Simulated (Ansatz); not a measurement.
Here is the system:

AgCl:
```
AgCl
1.0
    0.00000     2.67707     2.67707
    2.67707     0.00000     2.67707
    2.67707     2.67707     0.00000
Ag Cl
1 1
Cartesian
  2.67707   2.67707   2.67707
  0.00000   0.00000   0.00000
```

This is the LDA-relaxed structure.

### Question
All from the program Ansatz at the LDA level (PAW), unless another level is named. Give the Poisson's ratio.

### Answer
0.44.

### Question
Predict the elastic constants (relaxed ions, GPa).

### Answer
C11 = 97.7, C12 = 55.4, C44 = 4.5.

### Question
What about the vibrational entropy at 300 K?

### Answer
46.1 J/(K·mol of atoms).

### Question
Next, the highest zone-centre frequency (without LO–TO term)?

### Answer
130 cm⁻¹.

Space group Fm-3m (rock salt). The LDA relaxation kept the symmetry of its start; phonons on a q-mesh show no instability. No spin polarisation was allowed.

Potentials: the later of the program's two PAW sets.
